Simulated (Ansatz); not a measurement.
**Relaxing mercury (omega (AlB2-type))**

These are results of Ansatz 0.2.0, DFT, r2SCAN, plane waves (500 eV) with PAW, scalar-relativistic, not measurements. (PAW data from PBE, frozen cores regenerated.)

k-point mesh 7×7×10, Fermi-Dirac smearing 0.1 eV, no spin polarisation. Cell and atoms relax.

Starting structure:

```
Hg
1.0
     5.07079    0.00000    0.00000
    -2.53539    4.39143    0.00000
     0.00000    0.00000    3.10839
Hg
3
Direct
  0.00000 0.00000 0.00000
  0.33333 0.66667 0.50000
  0.66667 0.33333 0.50000
```

Question: What cell does the relaxation end in?

Answer: P6/mmm with a = 5.428 Å, c = 3.174 Å (c/a = 0.585); 27.00 Å³ per atom against 23.07 at the start (17.0 %).

Question: How much energy does the relaxation gain?

Answer: 61.2 meV per atom.
